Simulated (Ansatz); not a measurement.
## Polymorphs of BeBr₂

8 relaxations of BeBr2 ended in 6 distinct structures. Computed with PBEsol-D3(BJ) (plane waves to 420 eV, PAW, scalar-relativistic; Ansatz, an electronic-structure program).

```csv
#,space group,Pearson,type,E − E(lowest) (eV/atom),V (Å³/atom),"gap (eV, no SOC)",coordination,runs ending here
1,P-3m1,hP3,CdI2 type,0.000,19.90,4.16,"Br 3 (trigonal pyramidal), Be 6 (octahedral)",2
2,P6₃mc,hP6,–,0.000,19.92,3.95,–,1
3,R-3m,hR3,–,0.001,19.97,3.80,–,2
4,P-3m1,hP6,–,0.011,20.77,3.88,–,1
5,R-3m,hR3,–,0.020,21.57,4.03,–,1
6,P6₃/mmc,hP6,–,0.020,21.58,3.94,–,1
```

Coordination numbers (neighbours up to the widest gap in distance over summed covalent radii, below 1.35; n+m marks a second, longer set; metal–metal contacts left out). P-3m1, hP3, CdI2 type is the lowest among the structures calculated here, level within the accuracy with P6₃mc, hP6; R-3m, hR3.

```cif
data_BeBr2
_chemical_formula_sum 'Br2 Be1'
_space_group_name_H-M_alt 'P-3m1'
_space_group_IT_number 164
_space_group_name_Hall '-P 3 2"'
_cell_length_a 3.42170
_cell_length_b 3.42170
_cell_length_c 5.88714
_cell_angle_alpha 90.000
_cell_angle_beta 90.000
_cell_angle_gamma 120.000
loop_
_atom_site_label
_atom_site_type_symbol
_atom_site_symmetry_multiplicity
_atom_site_Wyckoff_symbol
_atom_site_fract_x
_atom_site_fract_y
_atom_site_fract_z
_atom_site_occupancy
Br1 Br 2 d 0.66667 0.33333 0.26952 1
Be1 Be 1 b 0.00000 0.00000 0.50000 1
```

Each run could gain symmetry but not lose that of its start, so entries can be saddle points. All of these are generated cells (placed on structure types, drawn at random, substituted or restacked) that were not matched to a known phase here. The real structure of this composition may not be among these. Static energies at zero pressure. The runs use different k-meshes, so differences are rounded accordingly. No spin polarisation in the result.
